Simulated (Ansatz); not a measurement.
Data:

C:
```yaml
crystal:
  lattice:
    - [2.30550, 4.57124, 0.00000]
    - [-2.30550, 4.57124, 0.00000]
    - [-1.55343, 0.00000, 3.24502]
  atoms:
    - { symbol: C, position: [0.78487, 0.82390, 0.44851] }
    - { symbol: C, position: [0.21513, 0.17610, 0.55149] }
    - { symbol: C, position: [0.82390, 0.78487, 0.05149] }
    - { symbol: C, position: [0.17610, 0.21513, 0.94851] }
    - { symbol: C, position: [0.09343, 0.56929, 0.87868] }
    - { symbol: C, position: [0.90657, 0.43071, 0.12132] }
    - { symbol: C, position: [0.56929, 0.09343, 0.62132] }
    - { symbol: C, position: [0.43071, 0.90657, 0.37868] }
```

This is the PBEsol-relaxed structure. Cartesian axes are those of the cell as given.

Problem. All from PBEsol (plane waves, PAW; program Ansatz), unless another level is named. Give the elastic constants (relaxed ions, GPa).

Solution. C11 = 351, C22 = 12.0, C33 = 624, C12 = 3.2, C13 = 80.3, C23 = 2.3, C44 = 2.1, C55 = 281, C66 = -1.8, C15 = -114, C25 = -0.2, C35 = -83.0, C46 = -2.1.

Problem. Give the highest zone-centre frequency.

Solution. 1315 cm⁻¹.

Space group C2/c. The start of the workflow was typed in or built on a structure type; neither database checked (COD, Materials Project) lists it. It is not the phase usual at ambient conditions (space group No. 194, 227). Symmetry was held in the PBEsol relaxation. At this level the phase is mechanically unstable. The volume moved by 100 % from the start of the relaxation.

Potentials: the later of the program's two PAW sets.
